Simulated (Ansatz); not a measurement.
## TiSi₂: do energies and stresses tell the same story?

Level of theory: Ansatz 0.2.0, DFT r2SCAN, scalar-relativistic, plane waves, PAW.

Settings: cutoff 500 eV, Γ-centred mesh 10×10×10 on the computed 6-atom cell, Gaussian smearing of 0.10 eV; no spin polarisation.

Relaxed cell: Fddd, a = 4.781 Å, b = 8.232 Å, c = 8.516 Å, α = 90.00°, β = 90.00°, γ = 90.00°, 6 atoms in the primitive cell.

Energies at zero smearing and pressures from the stress tensor, at volumes with shape and atoms relaxed:
| V (Å³/atom) | E − E(first) (meV/atom) | P (GPa) |
| --- | --- | --- |
| 13.127 | 0.00 | 10.40 |
| 13.546 | -19.63 | 4.78 |
| 13.965 | -25.71 | 0.01 |
| 14.384 | -20.28 | -4.04 |
| 14.803 | -5.09 | -7.48 |

Q: Check P = −dE/dV between neighbouring volumes, and get the bulk modulus from the pressures alone.

A: With 1 eV/Å³ = 160.2 GPa:
| middle V (Å³/atom) | −ΔE/ΔV (GPa) | mean P (GPa) |
| --- | --- | --- |
| 13.336 | 7.508 | 7.590 |
| 13.755 | 2.326 | 2.395 |
| 14.174 | -2.076 | -2.017 |
| 14.593 | -5.812 | -5.762 |

The two differ by 0.08 GPa at most. The mean of two end pressures misses the average over a step by about ΔV² P″/12, up to 0.08 GPa here; with that taken off 0.01 GPa remains. Around V = 13.965 Å³/atom, the two neighbours give B = −V ΔP/ΔV = 13.965 × 8.82 / 0.838 = 147.1 GPa, against B0 = 146.3 GPa from the Birch–Murnaghan fit of the energies.